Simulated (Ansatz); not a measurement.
Input:

Bi:
```cif
data_Bi8
_chemical_formula_sum 'Bi8'
_space_group_name_H-M_alt 'Fd-3m :1'
_space_group_IT_number 227
_space_group_name_Hall 'F 4d 2 3 -1d'
_cell_length_a 7.23365
_cell_length_b 7.23365
_cell_length_c 7.23365
_cell_angle_alpha 90.000
_cell_angle_beta 90.000
_cell_angle_gamma 90.000
loop_
_atom_site_label
_atom_site_type_symbol
_atom_site_symmetry_multiplicity
_atom_site_Wyckoff_symbol
_atom_site_fract_x
_atom_site_fract_y
_atom_site_fract_z
_atom_site_occupancy
Bi1 Bi 8 b 0.50000 0.50000 0.50000 1
```
(The calculation used a cell of 2 atoms; values per cell refer to that cell.)

This is the r²SCAN-relaxed structure.

### Question
All from r²SCAN in the plane-wave PAW code Ansatz, unless another level is named. Give the density of states at the Fermi level.

### Answer
0.41 states/eV per atom (mean over ±0.08 eV).

### Question
Next, the gap with spin–orbit coupling?

### Answer
none (metallic).

The start of the workflow was typed in or built on a structure type; neither database checked (COD, Materials Project) lists it. It is not the phase usual at ambient conditions (space group No. 166). The cell was relaxed with r²SCAN under the symmetry of its start. At this level the phase is mechanically unstable. Scalar-relativistic: spin–orbit coupling is off unless named, which matters more the heavier the elements.

Potentials: the later of the program's two PAW sets.
